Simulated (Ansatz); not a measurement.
CoAs3 (space group Im-3)

```
CELL_PARAMETERS angstrom
     -4.07530     4.07530     4.07530
      4.07530    -4.07530     4.07530
      4.07530     4.07530    -4.07530
ATOMIC_POSITIONS crystal
  Co 0.50000 0.00000 0.00000
  Co 0.00000 0.50000 0.00000
  Co 0.50000 0.50000 0.50000
  Co 0.00000 0.00000 0.50000
  As 0.49320 0.34089 0.15231
  As 0.50680 0.65911 0.84769
  As 0.18858 0.34089 0.84769
  As 0.81142 0.65911 0.15231
  As 0.15231 0.49320 0.34089
  As 0.84769 0.50680 0.65911
  As 0.84769 0.18858 0.34089
  As 0.15231 0.81142 0.65911
  As 0.34089 0.15231 0.49320
  As 0.65911 0.84769 0.50680
  As 0.34089 0.84769 0.18858
  As 0.65911 0.15231 0.81142
```

Equation-of-state scan: isotropic scaling of the cell above, V₀ being its volume. The atoms relax within the cell's symmetry.

All values below come from PBEsol (plane waves to 420 eV, PAW, scalar-relativistic; Ansatz, an electronic-structure program). k mesh 7×7×7 (Γ-centred), Fermi-Dirac smearing 0.05 eV. The energy includes the smearing's −TS. At this level the bands of CoAs3 touch or barely overlap; measurements give the solid a gap. CoAs3 is run without spin polarisation. CoAs3 was relaxed with its symmetry unable to fall. ΔE is measured from the relaxed starting cell.

**Question.** Estimate the ΔE (meV/atom) for V/V₀ = 0.940, 0.955, 1.015, 1.030, 1.045, 1.060.

**Answer.** 
```csv
V/V₀,ΔE (meV/atom)
0.940,28
0.955,15
1.015,1
1.030,6
1.045,13
1.060,22
```

(A scan under strain: stresses follow from slopes of the energy per volume, elastic moduli from its curvatures.)
